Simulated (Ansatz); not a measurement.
The cell of MgScC2N2 is invented: packed cyanide-bridged chains (P-1, No. 2). The dimensions are guesses.

```
Mg Sc C N
1.0
     4.05898    0.00000    0.00000
    -0.37445    4.19385    0.00000
    -1.56634   -2.08353    6.64187
Mg Sc C N
1 1 2 2
Cartesian
  0.0000 0.0000 0.0000
  1.0591 1.0552 3.3209
  -0.5799 -0.9043 5.3942
  2.6981 3.0146 1.2477
  0.0029 -0.2075 4.6569
  2.1152 2.3178 1.9850
```

All numbers below come from Ansatz, DFT PBE, scalar-relativistic, plane waves, PAW. Cutoff 420 eV, Gaussian smearing, Γ-centred meshes. Cell and atoms relax first on a coarse mesh and then on a finer one. In between, the cell is made exact in the group found at 0.06 Å. In metals the finer mesh still leaves noise of several meV/atom or more. The steps can't lower the symmetry of their start. No spin polarisation in the relaxation; trial moments died out in a coarse test.

A guess keeps its type if space group and coordination stay and the shape of the cell changes little (axis ratios within about 15 %, angles within 6°); the volume may change.

Question: Does it keep its structure type, or change into something else?

Answer: It doesn't keep its type. The symmetry goes from P-1 (No. 2) to C2/m (No. 12). The volume per atom shrinks by 38.1 %, from 18.8 to 11.7 Å³. The shortest distance goes from 1.17 Å (C–N) to 1.26 Å (C–N). Counting neighbours within 15 % of an atom's shortest distance, the start has C 1, Mg 2, N 1, Sc 2 and the end C 1, Mg 6, N 1, Sc 6. In detail, at the end Mg has 6 C at 2.35–2.43 Å; Sc is surrounded by 2 N at 2.18 Å, 4 N at 2.32 Å and 4 C at 2.70 Å; C has 1 N at 1.26 Å, 3 Mg at 2.35–2.43 Å and 2 Sc at 2.70 Å; N is surrounded by 1 C at 1.26 Å, 1 Sc at 2.18 Å and 2 Sc at 2.32 Å.

```cif
data_structure
_symmetry_space_group_name_H-M 'C2/m'
_symmetry_Int_Tables_number 12
_cell_length_a 6.1597
_cell_length_b 3.2671
_cell_length_c 7.5624
_cell_angle_alpha 90.000
_cell_angle_beta 113.072
_cell_angle_gamma 90.000
_cell_volume 140.02
loop_
_atom_site_label
_atom_site_type_symbol
_atom_site_symmetry_multiplicity
_atom_site_Wyckoff_symbol
_atom_site_fract_x
_atom_site_fract_y
_atom_site_fract_z
_atom_site_occupancy
Mg1 Mg 2 a 0.00000 0.00000 0.00000 1
Sc1 Sc 2 d 0.00000 0.50000 0.50000 1
C1 C 4 i 0.21619 0.00000 0.80343 1
N1 N 4 i 0.27324 0.00000 0.66114 1
```

The last run used a 14×14×6 mesh (in the run's order of axes) for its 6-atom cell and Gaussian smearing of 0.10 eV. A structure relaxed within its symmetry needn't be a true minimum.
